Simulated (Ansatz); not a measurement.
NaH:
```yaml
crystal:
  lattice:
    - [0.00000, 2.41604, 2.41604]
    - [2.41604, 0.00000, 2.41604]
    - [2.41604, 2.41604, 0.00000]
  atoms:
    - { symbol: Na, position: [0.00000, 0.00000, 0.00000] }
    - { symbol: H, position: [0.50000, 0.50000, 0.50000] }
```

x, y and z are the axes in which the lattice vectors are written.

Give the high-frequency dielectric tensor and the Born effective charge tensors of the independent atoms from DFPT, DFT-PBE in the program Ansatz with PAW potentials.


ε∞:
```
3.12  0.00  0.00
0.00  3.12  0.00
0.00  0.00  3.12
```
Z* of atom 1 (Na), rows: field, columns: displacement, in e:
```
0.97  0.00  0.00
0.00  0.97  0.00
0.00  0.00  0.97
```
Z* of atom 2 (H), rows: field, columns: displacement, in e:
```
-0.97   0.00   0.00
 0.00  -0.97   0.00
 0.00   0.00  -0.97
```

Static charges for comparison (Bader): Na1 +0.80, H2 -0.80 e. Born charges measure polarisation by displacement and can exceed these by far.

Space group Fm-3m (rock salt). Symmetry was held in the PBE relaxation; phonons on a q-mesh show no instability.

Potentials: the later of the program's two PAW sets.
